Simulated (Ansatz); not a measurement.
PbS:
```
PbS
1.0
   -2.09817     2.09817     2.96520
    2.09817    -2.09817     2.96520
    2.09817     2.09817    -2.96520
Pb S
1 1
Direct
  0.00000   0.00000   0.00000
  0.50000   0.50000   0.00000
```

Relaxed with PBE+D3(BJ). Special points in fractions of this cell's reciprocal vectors: Γ (0.000, 0.000, 0.000); X (0.000, 0.000, 0.500); P (0.250, 0.250, 0.250); N (0.000, 0.500, 0.000); M (0.500, 0.500, -0.500); S (0.375, 0.625, -0.375); S0 (-0.375, 0.375, 0.375); R (-0.250, 0.250, 0.500); G (0.500, 0.500, -0.250).

List the band energies nearest the valence-band maximum at these points for PBE+D3(BJ) in the plane-wave PAW code Ansatz.

In eV from the valence-band maximum; about four levels below and three above (degenerate sets whole), none deeper than 8.9 eV; points with the same levels are listed once.

```csv
k,below,above
Γ,-6.03 -2.18 -2.17 -2.17,5.20 5.20 5.22
X,-7.19 -5.20 -3.45 -3.44,3.85 5.57 5.67
P,-7.94 -4.43 -4.43 -1.03,2.19 4.65 4.65
N,-8.84 -1.79 -1.78 0.00,0.36 1.95 1.96
M,-7.20 -5.20 -3.44 -3.44,3.85 5.57 5.67 5.67
S,-7.97 -4.78 -2.95 -2.49,3.32 4.12 5.05
R,-7.94 -4.43 -4.43 -1.03,2.18 4.65 4.66
```

Space group Fm-3m (rock salt). Symmetry was held in the PBE+D3(BJ) relaxation; of distortions, only those at the zone centre were tested. Point labels and valley counts follow the cell and symmetry of the run, lower than the named group. Spin–orbit coupling is left out wherever it is not named.

Potentials: the later of the program's two PAW sets.
